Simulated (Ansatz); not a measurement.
C:
```cif
data_C16
_chemical_formula_sum 'C16'
_space_group_name_H-M_alt 'C2/c'
_space_group_IT_number 15
_space_group_name_Hall '-C 2yc'
_cell_length_a 4.61099
_cell_length_b 9.14249
_cell_length_c 3.59768
_cell_angle_alpha 90.000
_cell_angle_beta 115.581
_cell_angle_gamma 90.000
loop_
_atom_site_label
_atom_site_type_symbol
_atom_site_symmetry_multiplicity
_atom_site_Wyckoff_symbol
_atom_site_fract_x
_atom_site_fract_y
_atom_site_fract_z
_atom_site_occupancy
C1 C 8 f 0.01952 0.19562 0.05149 1
C2 C 8 f 0.23793 0.33136 0.12132 1
```
(The calculation used a cell of 8 atoms; values per cell refer to that cell.)

Relaxed with PBEsol.

### Question
Which orbitals make up the states near the band edges in plane-wave PAW PBEsol (Ansatz code)?

### Answer
Top 1 eV of the valence band: C 2p 78 %, C 2s 21 %. Bottom 1 eV of the conduction band: C 2p 88 %, C 2s 10 %. Projections are on Löwdin-orthogonalised atomic valence shells; empty p or d shells of many metals are not among them.

### Question
Tabulate the density of states.

### Answer
States/eV per cell of 8 atoms, in 0.25 eV bins, energy from the valence-band maximum.

| E (eV) | total | C 2p | C 2s |
|---|---|---|---|
| -7.85 | 1.89 | 1.49 | 0.38 |
| -7.60 | 1.81 | 1.47 | 0.32 |
| -7.35 | 1.43 | 1.15 | 0.26 |
| -7.10 | 1.45 | 1.13 | 0.30 |
| -6.85 | 2.95 | 2.17 | 0.76 |
| -6.60 | 3.17 | 2.52 | 0.62 |
| -6.35 | 3.11 | 2.55 | 0.53 |
| -6.10 | 2.56 | 2.14 | 0.40 |
| -5.85 | 2.62 | 2.22 | 0.37 |
| -5.60 | 2.88 | 2.49 | 0.36 |
| -5.35 | 2.69 | 2.33 | 0.34 |
| -5.10 | 2.56 | 2.25 | 0.29 |
| -4.85 | 1.94 | 1.74 | 0.19 |
| -4.60 | 1.26 | 1.12 | 0.12 |
| -4.35 | 1.95 | 1.73 | 0.20 |
| -4.10 | 2.36 | 2.09 | 0.25 |
| -3.85 | 2.45 | 2.16 | 0.27 |
| -3.60 | 2.15 | 1.93 | 0.20 |
| -3.35 | 2.28 | 2.05 | 0.21 |
| -3.10 | 2.40 | 2.11 | 0.26 |
| -2.85 | 2.07 | 1.84 | 0.21 |
| -2.60 | 2.24 | 2.02 | 0.21 |
| -2.35 | 1.99 | 1.80 | 0.18 |
| -2.10 | 1.81 | 1.59 | 0.20 |
| -1.85 | 2.49 | 2.10 | 0.36 |
| -1.60 | 2.20 | 1.72 | 0.45 |
| -1.35 | 1.56 | 1.22 | 0.31 |
| -1.10 | 2.26 | 1.75 | 0.47 |
| -0.85 | 2.55 | 1.99 | 0.52 |
| -0.60 | 2.69 | 2.10 | 0.56 |
| -0.35 | 0.97 | 0.73 | 0.23 |
| -0.10 | 0.17 | 0.13 | 0.04 |
| 0.15 | 0.05 | 0.04 | 0.01 |
| 0.40 | 0.53 | 0.46 | 0.06 |
| 0.65 | 0.82 | 0.73 | 0.08 |
| 0.90 | 1.06 | 0.94 | 0.09 |
| 1.15 | 0.95 | 0.84 | 0.09 |
| 1.40 | 0.93 | 0.83 | 0.08 |
| 1.65 | 0.97 | 0.87 | 0.08 |
| 1.90 | 1.09 | 0.98 | 0.09 |
| 2.15 | 1.36 | 1.23 | 0.10 |
| 2.40 | 1.44 | 1.31 | 0.10 |
| 2.65 | 2.16 | 1.96 | 0.14 |
| 2.90 | 1.26 | 1.12 | 0.10 |
| 3.15 | 1.11 | 0.99 | 0.08 |
| 3.40 | 1.16 | 1.05 | 0.07 |
| 3.65 | 0.64 | 0.59 | 0.03 |
| 3.90 | 0.37 | 0.34 | 0.02 |
| 4.15 | 0.27 | 0.20 | 0.05 |
| 4.40 | 0.51 | 0.33 | 0.14 |
| 4.65 | 1.40 | 0.92 | 0.39 |
| 4.90 | 1.86 | 1.27 | 0.47 |

The start of the workflow was typed in or built on a structure type; neither database checked (COD, Materials Project) lists it. It is not the phase usual at ambient conditions (space group No. 194, 227). Symmetry was held in the PBEsol relaxation. At this level the phase is mechanically unstable. The volume moved by 100 % from the start of the relaxation.

Potentials: the later of the program's two PAW sets.
